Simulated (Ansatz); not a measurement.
One input, then a changed one: TiTe$_{2}$

First run: DFT, PBE, PAW with Ansatz's default frozen-core files, scalar-relativistic (Ansatz 0.2.0).

Command: `ansatz run input.yaml --threads 1 --pin off --max-ram 3072MiB --backend cpu --events-out ev --progress --plain --runs-dir out` It took 33 s on 1 thread of Intel(R) Xeon(R) 6975P-C (Granite Rapids), on a shared host, peak memory 0.5 GiB.

```yaml
crystal:
  lattice:
    - [3.777, 0.0, 0.0]
    - [-1.8885, 3.2709779501, 0.0]
    - [0.0, 0.0, 6.498]
  atoms:
    - { symbol: Ti, position: [0.0, 0.0, 0.0] }
    - { symbol: Te, position: [0.6666666667, 0.3333333333, 0.2628] }
    - { symbol: Te, position: [0.3333333333, 0.6666666667, 0.7372] }
kpoints:
  mp_grid: { grid: [11, 11, 6] }
scf:
  occupations: { method: fermi_dirac, width: 0.05 }
hamiltonian:
  xc: pbe
  pseudopotentials: { kind: paw }
output:
  forces: true
  stress: true
relax:
  f_tol: 0.005
  max_steps: 50
  cell: {}
```

The cell is entry 1008063 of the Crystallography Open Database, unrelaxed.

This run: cell and atoms relaxed.

It converges in 50 SCF iterations over all geometries at a pressure of 0.00 GPa, ending at 28.20 Å³/atom, cutoff 420 eV.

The input is then changed:

```diff
   pseudopotentials: { kind: paw }
+  hubbard: { sites: [{ species: Ti, l: d, u_eff: 6.0 }], double_counting: amf }
 output:
 relax:
-  f_tol: 0.005
+  f_tol: 0.05
   max_steps: 50
   cell: {}
+  max_displacement: 0.05
```

Task: What does the second run give?

Result: It converges in 101 SCF iterations over all geometries at a pressure of 0.00 GPa, largest force 0.002 eV/Å, ending at 33.80 Å³/atom, cutoff 420 eV. More than one line changes, and not each need have an effect. Some of the changed settings are coarser than converged work would use. Results part of its log:
```
basis re-selected at this cell: Δ(F+E_penalty+E_count) = -5.956e-4 eV, ΔP = -0.009 GPa vs the last step (what re-selecting the basis moved, of the pressure what is left beyond the Pulay correction that the steps carried, after the strain that the cell walked since its last selection, with what the two solves' SCF thresholds leave and, on support functions, any second-order correction that the steps lacked; it is no measure of the basis error at this ecutwfc). The dense FFT grid was sized anew with the basis: this SCF ran on 27×27×54 points, the steps before it on 27×27×48, so part of this shift can come from that change (see relax.cell in the input reference). This SCF's stress stands 7.60e-3 GPa from its target on what of the cell is left free (relax.cell.stress_tol is 5.00e-2 GPa) and its largest allowed force component is 1.92e-3 eV/Å (relax.f_tol is 5.00e-2 eV/Å): within both
SCF converged after 8 iterations
Free energy (F): -16462.424418 eV
Harris-Foulkes:  -16462.424418 eV  (|F-HF|=7.28e-12)
Internal energy: -16462.423358 eV  (E = F + TS)
E sigma→0 (E₀):  -16462.423888 eV
Entropy (-TS):   -0.001060 eV (-0.353 meV/atom)
Fermi energy:    7.839778 eV
--- Per-component energies (eV) ---
  E_band       = -799.635958
  E_kinetic    = 631.643838
  E_local      = -4726.661615  (includes V_loc(G=0)·N_el)
  E_nonlocal   = -610.729610
  E_hartree    = 2585.025591
  E_xc         = -345.099667
  E_vxc        = -328.850534  (∫ρ·V_xc dr)
  E_hubbard    = -1.576970  (on-site DFT+U / exact-exchange correction)
  E_vhub       = -3.153941  (the Hubbard potential's part of the band-sum identity)
  E_paw        = -10373.144942  (= ΣΔE_a)
  E_vpaw       = -931.935023  (= ΣTr[D̂ρ^β])
  E_aug_tail   = -0.000254  (compensation charges beyond the density's cutoff)
  E_ewald      = -3621.879728
  E_smearing   = -0.001060  (= −TS)
  E_closure    = 0.000000  (closes the sum)
  Σ components = -16462.424418   (vs F -16462.424418, Δ=0.00e0)
DFT+U double counting: amf (around mean field; hamiltonian.hubbard.double_counting)
--- Forces (eV/Å), atoms counted from 1 ---
  atom   1  Ti     0.00000000    -0.00000000     0.00000000
  atom   2  Te     0.00000000     0.00000000     0.00191808
  atom   3  Te     0.00000000    -0.00000000    -0.00191808
  max |Σ_I F_I| component: 2.31e-18 eV/Å
--- Stress (GPa, compression-positive) ---
       -0.007605       0.000000       0.000000
        0.000000      -0.007605       0.000000
        0.000000       0.000000       0.006910
  P = ⅓ Tr σ = -0.0028 GPa (-0.028 kbar)
Occupation matrices written to <dir>
--- Relaxed structure (10 steps of the walk, 10 accepted, 2 SCFs on fresh bases) ---
  F+E_penalty+E_count = -16462.42441752 eV   max|allowed force component| = 1.918e-3 eV/Å   (the final SCF, on the basis selected at the relaxed cell)
  cell:  # Å, volume = 101.3890 Å³
    - [3.946984945068908, 2.4204568913624794e-33, 9.757405072816232e-17]
    - [-1.973492472534454, 3.4181892307844017, -4.878702536408116e-17]
    - [1.6786766789277212e-16, 9.02945317057581e-33, 7.515001280915806]
  atoms:
    - { symbol: Ti, position: [3.001836618906631e-35, -1.439272543187609e-34, -3.559502361704744e-19] }
    - { symbol: Te, position: [0.6666666666666665, 0.33333333333333326, 0.22189778131095075] }
    - { symbol: Te, position: [0.33333333333333326, 0.6666666666666665, 0.778102218689049] }
```
